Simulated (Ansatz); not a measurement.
GaN:
```cif
data_GaN
_chemical_formula_sum 'Ga1 N1'
_space_group_name_H-M_alt 'P 1'
_space_group_IT_number 1
_cell_length_a 3.18066
_cell_length_b 3.18066
_cell_length_c 3.18066
_cell_angle_alpha 60.000
_cell_angle_beta 60.000
_cell_angle_gamma 60.000
loop_
_space_group_symop_operation_xyz
  'x, y, z'
loop_
_atom_site_label
_atom_site_type_symbol
_atom_site_fract_x
_atom_site_fract_y
_atom_site_fract_z
_atom_site_occupancy
Ga1 Ga 0.00000 0.00000 0.00000 1
N1 N 0.25000 0.25000 0.25000 1
```

Relaxed with r²SCAN.

Task: Give the optical modes at the zone centre with their infrared and Raman activity from DFPT, DFT-r²SCAN in the program Ansatz with PAW potentials.

Result: Transverse frequencies, without the LO–TO term; a row sums one degenerate level.

| ω (cm⁻¹) | degeneracy | IR ((D/Å)²/amu) | Raman (Å⁴/amu) | activity | symmetry |
|---|---|---|---|---|---|
| 545 | 3 | 42.38 | 21 | IR+Raman | T2 |

Task: How high does the top mode go among those that the LO–TO term moves?

Result: 733 cm⁻¹ for q along x.

Space group F-43m (zinc blende). Symmetry was held in the r²SCAN relaxation; phonons on a q-mesh show no instability.

Potentials: the earlier of the program's two PAW sets.
